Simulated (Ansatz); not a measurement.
Polymorphs of BP, each relaxed with plane-wave PAW PBE+D3(BJ) (Ansatz code):

A: P6_222
a = 3.2469 Å, b = 3.2469 Å, c = 6.9238 Å, α = 90.00°, β = 90.00°, γ = 120.00°

```tsv
atom	site	symmetry	x	y	z
B	3d	222	0.5000	0.0000	0.5000
P	3c	222	0.5000	0.0000	0.0000
```

B: P6_3/mmc
a = 3.200 Å, b = 3.200 Å, c = 7.591 Å, α = 90.00°, β = 90.00°, γ = 120.00°

```json
[
 {"atom": "B", "site": "2c", "symmetry": "-6m2", "x": "0.3333", "y": "0.6667", "z": "0.2500"},
 {"atom": "P", "site": "2d", "symmetry": "-6m2", "x": "0.6667", "y": "0.3333", "z": "0.2500"}
]
```

C: Pnma
a = 6.204 Å, b = 3.214 Å, c = 5.363 Å, α = β = γ = 90.00°

| atom | site | symmetry | x | y | z |
|---|---|---|---|---|---|
| B | 4c | .m. | 0.1628 | 0.2500 | 0.3995 |
| P | 4c | .m. | 0.3379 | 0.2500 | 0.1072 |

Question: Order them by energy per atom at 0 K (lowest first) at the level PBE+D3(BJ).

Answer: C (+0 meV/atom), A (+154 meV/atom), B (+193 meV/atom)

Question: Give each one's gap.

Answer: A no gap; B 0.55 eV; C 0.68 eV.

Typed or built starts, not in the databases checked: A; B; C. Not the usual ambient phase: A; B; C. All cells were relaxed under the symmetry of their starts (and spin orders); stability against distortions was not tested throughout.

Energies hold the estimated change up to a 700 eV cutoff; steps of a few meV lie near the error of the meshes.

Potentials: the earlier of the program's two PAW sets.
